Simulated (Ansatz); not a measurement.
# Ansatz 0.2.0, relaxation: Ti6Si2Ru

The command:

```bash
ansatz run input.yaml --threads 2 --pin off --max-ram 2560MiB --backend cpu --events-out ev --progress --plain --runs-dir out
```

The input file (Ansatz 0.2.0, plane waves):

```yaml
crystal:
  lattice:
    - [3.468494, 6.007606, 0.0]
    - [-3.468494, 6.007606, 0.0]
    - [0.0, 0.0, 3.404198]
  atoms:
    - { symbol: Si, position: [0.3333, 0.3334, 0.5] }
    - { symbol: Si, position: [0.6667, 0.6666, 0.5] }
    - { symbol: Ti, position: [0.5996, 0.4004, 0.0] }
    - { symbol: Ti, position: [0.4004, 0.0, 0.0] }
    - { symbol: Ti, position: [0.0, 0.5996, 0.0] }
    - { symbol: Ti, position: [0.2418, 0.7582, 0.5] }
    - { symbol: Ti, position: [0.7582, 0.0, 0.5] }
    - { symbol: Ti, position: [0.0, 0.2418, 0.5] }
    - { symbol: Ru, position: [0.0, 0.0, 0.0] }
  symmetry: { tolerance: 0.0003 }
kpoints:
  mp_grid: { grid: [6, 6, 10], shift: [0, 0, 0] }
magnetization:
  spin_polarized: false
scf:
  occupations: { method: gaussian, width: 0.2601 }
  lower_state_search: "off"
hamiltonian:
  pseudopotentials: { kind: paw }
  xc: r2scan
basis:
  ecutwfc: 500
  fft_grid_basis: typed
relax:
  max_steps: 60
  cell: { p_target: 0.0 }
  f_tol: 0.03
output:
  forces: true
  stress: true
  eigenvalues: true
  bader: true
  populations: true
  elf: true
  write_potential: true
  volumetric_format: npy
  dos:
    e_range: [-12, 8]
    de: 0.05
    projected: { site_lists: { Ru: [Ru], Si: [Si], Ti: [Ti] } }
  write_density: true
checkpoint:
  read: saved_state
```

Origin of the cell: a known structure type with other elements, at an estimated volume, so it need not be a known compound.

The saved state is a converged single point of the same cell.

Excerpt of the output:

```
Warning: the atoms were moved onto the symmetric positions of the space group found under crystal.symmetry.tolerance 3.0e-4 (fractional; no operation is sought that the atoms, as they stand i […]
Pseudopotentials: kind: paw
Pseudopotential: Si, paw, valence charge 4, recommended cutoff 500 eV (meta_gga), Si.paw.azcp
Pseudopotential: Ti, paw, valence charge 12, recommended cutoff 500 eV (meta_gga), Ti.paw.azcp
Pseudopotential: Ru, paw, valence charge 16, recommended cutoff 500 eV (meta_gga), Ru.paw.azcp
Functional definition: r2SCAN
  exchange = r2scan_x(k0 = k0, k1 = k1, a1 = a1)
  correlation = r2scan_c
Crystal: 9 atoms, lattice volume = 141.869 Å³
Basis set: ecut = 500 eV, 3577 PW (Γ), exchange–correlation on 216×216×100 points (64 copies of the dense FFT grid, shifted against one another)
Bands: 58, of which v1, the nominal top of the filled ones, is band 48 counted from 1 (47 counted from 0)
[… 13 lines left out …]
Initial density: read from a saved state, or passed on in memory by an earlier SCF of this step, an earlier step, the calling program or the single point that the run made first
Functional: x = r2scan, c = r2scan; τ floored in thin density (d = 2e-4 eV/Å³)
SCF iter   1: F=-22199.406939 eV  HF=-22199.405891 eV  Δρ=1.75e-3  dr2=5.62e-3  dr2_τ=3.32e-3
SCF iter   2: F=-22199.410476 eV  HF=-22199.410678 eV  Δρ=1.01e-3  dr2=1.14e-3  dr2_τ=2.52e-4
SCF iter   3: F=-22199.410356 eV  HF=-22199.410882 eV  Δρ=5.38e-4  dr2=7.99e-4  dr2_τ=5.85e-5
SCF iter   4: F=-22199.410761 eV  HF=-22199.410917 eV  Δρ=2.93e-4  dr2=1.84e-4  dr2_τ=1.19e-5
SCF iter   5: F=-22199.410898 eV  HF=-22199.410899 eV  Δρ=1.16e-4  dr2=1.28e-5  dr2_τ=2.34e-6
SCF iter   6: F=-22199.410771 eV  HF=-22199.410771 eV  Δρ=3.71e-5  dr2=9.70e-7  dr2_τ=2.48e-7
SCF iter   7: F=-22199.410772 eV  HF=-22199.410772 eV  Δρ=9.06e-6  dr2=1.36e-7  dr2_τ=5.77e-9
SCF iter   8: F=-22199.410772 eV  HF=-22199.410772 eV  Δρ=3.60e-6  dr2=2.98e-8  dr2_τ=1.77e-9
relax step   1: F+E_penalty+E_count = -22199.410772 eV  Δ(F+E_penalty+E_count) = +0.000e0 eV  max|allowed force component| = 2.562e0 eV/Å  Δτ_max = 0.0000 Å  P = +4.959 GPa  Ω = 141.869 Å³  ( […]
relax step   2: F+E_penalty+E_count = -22199.969130 eV  Δ(F+E_penalty+E_count) = -5.584e-1 eV  max|allowed force component| = 1.088e0 eV/Å  Δτ_max = 0.1933 Å  P = +0.143 GPa  Ω = 142.008 Å³ […]
relax step   3: F+E_penalty+E_count = -22200.281064 eV  Δ(F+E_penalty+E_count) = -3.119e-1 eV  max|allowed force component| = 6.131e-2 eV/Å  Δτ_max = 0.1429 Å  P = -0.189 GPa  Ω = 141.673 Å³ […]
relax step   4: F+E_penalty+E_count = -22200.305895 eV  Δ(F+E_penalty+E_count) = -2.483e-2 eV  max|allowed force component| = 1.172e-1 eV/Å  Δτ_max = 0.0349 Å  P = +0.428 GPa  Ω = 140.537 Å³ […]
relax step   5: F+E_penalty+E_count = -22200.320424 eV  Δ(F+E_penalty+E_count) = -1.453e-2 eV  max|allowed force component| = 3.705e-2 eV/Å  Δτ_max = 0.0277 Å  P = -0.503 GPa  Ω = 141.686 Å³ […]
relax step   6: F+E_penalty+E_count = -22200.322411 eV  Δ(F+E_penalty+E_count) = -1.987e-3 eV  max|allowed force component| = 1.553e-2 eV/Å  Δτ_max = 0.0065 Å  P = +0.252 GPa  Ω = 140.888 Å³ […]
relax step   7: F+E_penalty+E_count = -22200.322700 eV  Δ(F+E_penalty+E_count) = -2.885e-4 eV  max|allowed force component| = 3.301e-3 eV/Å  Δτ_max = 0.0012 Å  P = -0.002 GPa  Ω = 141.124 Å³ […]
relax step   8: F+E_penalty+E_count = -22200.323730 eV  Δ(F+E_penalty+E_count) = -1.030e-3 eV  max|allowed force component| = 2.952e-3 eV/Å  Δτ_max = 0.0000 Å  P = -0.009 GPa  Ω = 141.124 Å³  stress off target by 3.00e-2 GPa […]
SCF 8 converged in 8 iterations: F = -22200.323730 eV  dr2 = 7.31e-11
basis re-selected at this cell: Δ(F+E_penalty+E_count) = -1.030e-3 eV, ΔP = -0.008 GPa vs the last step (what re-selecting the basis moved, of the pressure what is left beyond the Pulay corre […]
SCF converged after 8 iterations
Free energy (F): -22200.323730 eV
Harris-Foulkes:  -22200.323730 eV  (|F-HF|=2.91e-11)
Internal energy: -22200.036781 eV  (E = F + TS)
E sigma→0 (E₀):  -22200.180255 eV
Entropy (-TS):   -0.286949 eV (-31.883 meV/atom)
Fermi energy:    14.103605 eV
--- Per-component energies (eV) ---
  E_band       = -1114.557990
  E_kinetic    = 2240.363684
  E_local      = -7539.562612  (includes V_loc(G=0)·N_el)
  E_nonlocal   = 435.406433
  E_hartree    = 3078.992925
  E_xc         = -850.193430
  E_vxc        = -1171.872626  (∫ρ·V_xc dr)
  E_paw        = -10858.894139  (= ΣΔE_a)
  E_vpaw       = -1315.070585  (= ΣTr[D̂ρ^β])
  E_aug_tail   = 0.000684  (compensation charges beyond the density's cutoff)
  E_vtau       = 78.191325  (kinetic-family band-sum trace: ∫τ·v_τ [+ j·A + Jᵃ·Aᵃ] dr)
  E_ewald      = -8704.165762
  E_core_change = -1.984564  (= ΣΔE_core)
  E_smearing   = -0.286949  (= −TS)
  Σ components = -22200.323730   (vs F -22200.323730, Δ=0.00e0)
--- Forces (eV/Å), atoms counted from 1 ---
  atom   1  Si     0.000000    -0.000000     0.000000
  atom   2  Si     0.000000     0.000000     0.000000
  atom   3  Ti     0.002952    -0.000000     0.000000
  atom   4  Ti    -0.001476    -0.002556     0.000000
  atom   5  Ti    -0.001476     0.002556     0.000000
  atom   6  Ti    -0.000234     0.000000     0.000000
  atom   7  Ti     0.000117     0.000203     0.000000
  atom   8  Ti     0.000117    -0.000203     0.000000
  atom   9  Ru    -0.000000     0.000000     0.000000
  max |Σ_I F_I| component: 3.50e-17 eV/Å
--- Stress (GPa, compression-positive) ---
        0.001064      -0.000000       0.000000
       -0.000000       0.001064       0.000000
        0.000000       0.000000      -0.029991
  P = ⅓ Tr σ = -0.0093 GPa (-0.093 kbar)
--- Relaxed structure (7 steps of the walk, 7 accepted, 1 SCFs on fresh bases) ---
  F+E_penalty+E_count = -22200.323730 eV   max|allowed force component| = 2.952e-3 eV/Å   (the final SCF, on the basis selected at the relaxed cell)
  cell:  # Å, volume = 141.1241 Å³
    - [3.617876, 6.266346, 0.0]
    - [-3.617876, 6.266346, 0.0]
    - [0.0, 0.0, 3.112455]
  atoms:
    - { symbol: Si, position: [0.333333, 0.333333, 0.5] }
    - { symbol: Si, position: [0.666667, 0.666667, 0.5] }
    - { symbol: Ti, position: [0.594057, 0.405943, 0.0] }
    - { symbol: Ti, position: [0.405943, 8.326e-17, 0.0] }
    - { symbol: Ti, position: [1.665e-16, 0.594057, 0.0] }
    - { symbol: Ti, position: [0.267697, 0.732303, 0.5] }
    - { symbol: Ti, position: [0.732303, 5.551e-17, 0.5] }
    - { symbol: Ti, position: [5.551e-17, 0.267697, 0.5] }
    - { symbol: Ru, position: [-3.125e-18, 1.729e-18, 0.0] }
--- Löwdin populations: 9 sites ---
  site symbol       q [e]
     0     Si      4.5969
     1     Si      4.5969
     2     Ti     11.5804
     3     Ti     11.5804
     4     Ti     11.5804
     5     Ti     11.6159
     6     Ti     11.6159
     7     Ti     11.6159
     8     Ru     16.2699
  spilling = 0.009870 (of n_electrons = 96.000000)
--- Bader charges: 9 sites ---
  site symbol  charge [e]  shift [e]
     0     Si     -1.9446     0.0064
     1     Si     -1.9446     0.0064
     2     Ti      1.0451     0.0034
     3     Ti      1.0452     0.0034
     4     Ti      1.0452     0.0034
     5     Ti      1.0396     0.0011
     6     Ti      1.0396     0.0011
     7     Ti      1.0397     0.0011
     8     Ru     -2.3652     0.0007
  estimated error of the sums over rays = 7.5e-4 e
```

Before:

Space group P-62m (No. 189); the run's cell has a = 6.937 Å, b = 6.937 Å, c = 3.404 Å, α = 90.00°, β = 90.00°, γ = 60.00°. Shortest distances: Ru–Ti 2.39 Å, Si–Ti 2.69 Å, Ti–Ti 2.91 Å, Si–Si 3.40 Å, Ru–Ru 3.40 Å.

After:

Space group P-62m (No. 189); the run's cell has a = 7.236 Å, b = 7.236 Å, c = 3.112 Å, α = 90.00°, β = 90.00°, γ = 60.00°. Shortest distances: Ru–Ti 2.48 Å, Si–Ti 2.68 Å, Ti–Ti 2.83 Å, Si–Si 3.11 Å, Ru–Ru 3.11 Å.

```
Free energy lowered by  : 101.4 meV/atom
Volume change           : -0.52 %
Final pressure          : -0.01 GPa
Relaxation steps listed : 8
```

Caveats: no moments, though an odd count or open d shells may carry them; the relaxation held the start's symmetry, so the end may be a saddle point; wide smearing.

It ran for 1100 s of wall time on 2 CPU thread(s) of a shared host, from a saved density.
